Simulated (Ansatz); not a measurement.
The end of the path is a generated cell of SiAs: the first start was made by placing the elements on the sites of a structure type, and the end was not matched to a known phase here, so it may be hypothetical.

A geometry of SiAs away from equilibrium: the start of the relaxation of a generated cell, SiAs built in the GeP-12 structure type. These are PBEsol (plane waves to 420 eV, PAW, scalar-relativistic; Ansatz, a program for electronic structure) values and carry that method's errors. Γ-centred k-mesh 5×5×2 on the run's cell (coarser than for final values), Fermi–Dirac smearing 0.05 eV.

```xyz
12
Lattice="8.4951 -1.9028 0.0000 8.4951 1.9028 0.0000 -2.7923 0.0000 9.6220" Properties=species:S:1:pos:R:3:forces:R:3 pbc="T T T" free_energy=-32606.761 pressure_GPa=-6.6
Si     8.1459     0.0000     8.8717    0.8862    0.0000   -0.5810
Si     6.0520     0.0000     0.7503   -0.8862    0.0000    0.5810
Si    10.3956     0.0000     7.6163   -0.9709    0.0000    0.4693
Si     3.8023     0.0000     2.0057    0.9709    0.0000   -0.4693
Si    -0.4863     0.0000     5.7208   -0.3499    0.0000   -0.2499
Si    14.6842     0.0000     3.9012    0.3499    0.0000    0.2499
As    -1.6036     0.0000     7.9483    0.4404    0.0000   -0.0065
As    15.8015     0.0000     1.6737   -0.4404    0.0000    0.0065
As     3.4212     0.0000     7.9277   -0.4042    0.0000    0.2183
As    10.7767     0.0000     1.6943    0.4042    0.0000   -0.2183
As     9.5286     0.0000     5.3290   -0.2944    0.0000    0.3813
As     4.6693     0.0000     4.2930    0.2944    0.0000   -0.3813
```

Positions in Å, forces in eV/Å, free energy of the cell in eV (comparable only within this code, potentials and settings). Largest force: 1.08 eV/Å, on Si3, Si4 (atoms numbered as listed); the geometry lies 0.09 eV/atom above the end of its relaxation.

No spin polarisation in the result. Without a van der Waals term the distances between weakly bound units are poorly fixed.

The run could not lose the symmetry of its start: the end is stationary, and may be a saddle point rather than a minimum.
